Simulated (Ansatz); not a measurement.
In$_{2}$TeO$_{2}$ in space group P-3m1 (No. 164; In on 2d, Te on 1b, O on 2d) at seven volumes, DFT-PBE in the program Ansatz with PAW potentials, shape and atoms relaxed at each. One row is withheld.

```tsv
V (Å³/atom)	P (GPa)
16.603	?
17.150	6.06
17.698	2.73
18.245	0.00
18.792	-2.17
19.340	-4.08
19.887	-5.62
```

### Question
Fit the shown pressures and predict the withheld one.

### Answer
Third-order Birch–Murnaghan: P = (3/2)B₀(x^(7/2) − x^(5/2))[1 + (3/4)(B′ − 4)(x − 1)] with x = (V₀/V)^(2/3). Least squares on the six rows gives V₀ = 18.251 Å³/atom, B₀ = 82.21 GPa, B′ = 5.36. At V = 16.603, x = 1.0651 and P = 10.03 GPa. The run itself gave 10.02 GPa.

The start of the workflow was typed in or built on a structure type; neither database checked (COD, Materials Project) lists it. Whether it is the stable phase at ambient conditions was not checked. The PBE relaxation kept the symmetry of its start; whether a distortion lowers the energy is not shown. Scalar-relativistic: spin–orbit coupling is off unless named, which matters more the heavier the elements.

Potentials: the earlier of the program's two PAW sets.
